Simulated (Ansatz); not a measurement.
TaTe:
```yaml
crystal:
  lattice:
    - [3.41888, 0.00000, 0.00000]
    - [0.00000, 3.41888, 0.00000]
    - [0.00000, 0.00000, 3.41888]
  atoms:
    - { symbol: Ta, position: [0.00000, 0.00000, 0.00000] }
    - { symbol: Te, position: [0.50000, 0.50000, 0.50000] }
```

Relaxed with PBE. Special points in fractions of this cell's reciprocal vectors: Γ (0.000, 0.000, 0.000); X (0.000, 0.500, 0.000); M (0.500, 0.500, 0.000); R (0.500, 0.500, 0.500).

Q: List the band energies nearest the Fermi level at these points for PBE (plane waves, PAW; program Ansatz).

A: In eV from the Fermi level; about four levels below and three above (degenerate sets whole), none deeper than 8.9 eV; points with the same levels are listed once.

```csv
k,below,above
Γ,-2.87 -2.87 -1.52 -1.52 -1.52,1.36 1.36 1.36
X,-8.67 -3.02 -3.02 -2.04,1.54 2.67 4.38
M,-5.96 -5.96 -3.45 -0.31 -0.31,0.42 1.41 3.08
R,-6.76 -6.76 -6.76,1.46 1.46 1.46
```

Space group Pm-3m (CsCl type). The start of the workflow was typed in or built on a structure type; neither database checked (COD, Materials Project) lists it. Its standing as an ambient phase is unchecked. The PBE relaxation kept the symmetry of its start; whether a distortion lowers the energy is not shown. No spin polarisation was allowed. Its formation energy is positive at this level, so the cell may be metastable or incomplete. With an odd number of electrons in the cell and no spin polarisation, the count alone makes it a metal. Scalar-relativistic: spin–orbit coupling is off unless named, which matters more the heavier the elements.

Potentials: the later of the program's two PAW sets.
